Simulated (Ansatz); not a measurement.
VMo under strain

Method: Ansatz 0.2.0, DFT PBEsol, scalar-relativistic, plane waves, PAW. (420 eV cutoff, 14×10×10 k-mesh, Gaussian smearing of 0.10 eV, no spin polarisation)

Starting point, cell and atoms relaxed:

```xyz
4
Lattice="3.0519 0.0000 0.0000 0.0000 4.3894 0.0000 0.0000 0.0000 4.2114" Properties=species:S:1:pos:R:3 pbc="T T T"
V     1.5259    0.0000    2.1057
V     0.0000    2.1947    2.1057
Mo    0.0000    0.0000    0.0000
Mo    1.5259    2.1947    0.0000
```

Deformation: biaxial strain in the a-b plane, with the length and tilt of c and the atoms relaxed, all within the symmetry that the strain leaves. Energies are extrapolated to zero smearing. On this cell's mesh the reference holds a stress of up to 0.16 GPa.

| strain (%) | ΔE (meV/atom) | a (Å) | b (Å) | c (Å) |
| --- | --- | --- | --- | --- |
| -3.0 | 29.1 | 2.960 | 4.258 | 4.356 |
| -2.0 | 12.7 | 2.991 | 4.302 | 4.304 |
| -1.0 | 3.1 | 3.021 | 4.346 | 4.256 |
| +0.0 | 0.0 | 3.052 | 4.389 | 4.211 |
| +1.0 | 2.9 | 3.082 | 4.433 | 4.168 |
| +2.0 | 11.4 | 3.113 | 4.477 | 4.124 |
| +3.0 | 24.7 | 3.143 | 4.521 | 4.081 |

Problem. What stiffness (1/V) d²E/dε² at zero strain does a cubic fit over all points give?

Solution. A cubic fit gives (1/V) d²E/dε² = 679 GPa at zero strain (twice the biaxial modulus).

Problem. How does the free axis c answer a small strain?

Solution. Between the innermost points its strain is -1.05 times the applied one.